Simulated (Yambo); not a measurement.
Convergence of the G0W0 gap of SiC

G0W0@PBEsol for SiC (zinc blende, space group F-43m, No. 216) in Yambo. Reference settings: 6×6×6 Γ-centred k mesh, 76 bands and a 14 Ry block in the screening, 76 bands in G with the Bruneval-Gonze terminator, plasmon pole fitted at 27.2 eV. The PBEsol gap Γ → X on this mesh is 1.24 eV; G0W0 gaps are taken between the same points.

```json
[
 {"change from the reference": "reference settings", "G0W0 gap Γ → X (eV)": "2.18", "shift of the valence edge (eV)": "-0.75", "rough Yambo cost": "1"},
 {"change from the reference": "47 bands in W, 47 bands in G", "G0W0 gap Γ → X (eV)": "2.17", "shift of the valence edge (eV)": "-0.68", "rough Yambo cost": "within a factor of two"},
 {"change from the reference": "47 bands in G", "G0W0 gap Γ → X (eV)": "2.20", "shift of the valence edge (eV)": "-0.76", "rough Yambo cost": "–"},
 {"change from the reference": "1 Ry block", "G0W0 gap Γ → X (eV)": "1.89", "shift of the valence edge (eV)": "-0.06", "rough Yambo cost": "about 1/3"},
 {"change from the reference": "11 Ry block", "G0W0 gap Γ → X (eV)": "2.12", "shift of the valence edge (eV)": "-0.67", "rough Yambo cost": "about 1/2"},
 {"change from the reference": "4×4×4 mesh", "G0W0 gap Γ → X (eV)": "2.16", "shift of the valence edge (eV)": "-0.69", "rough Yambo cost": "about 1/5"},
 {"change from the reference": "23 bands in G, no terminator", "G0W0 gap Γ → X (eV)": "1.93", "shift of the valence edge (eV)": "-0.16", "rough Yambo cost": "–"},
 {"change from the reference": "no terminator", "G0W0 gap Γ → X (eV)": "2.12", "shift of the valence edge (eV)": "-0.64", "rough Yambo cost": "–"}
]
```

The reference isn't shown to be the converged limit. Costs are rough (shared machines), scaled to the same edge states, and given only for runs that recompute the screening.

Geometry relaxed with PBEsol; primitive cell a = 3.081 Å, b = 3.081 Å, c = 3.081 Å, α = 60.00°, β = 60.00°, γ = 60.00°.

A shift is the quasiparticle energy of the state minus its PBEsol energy.
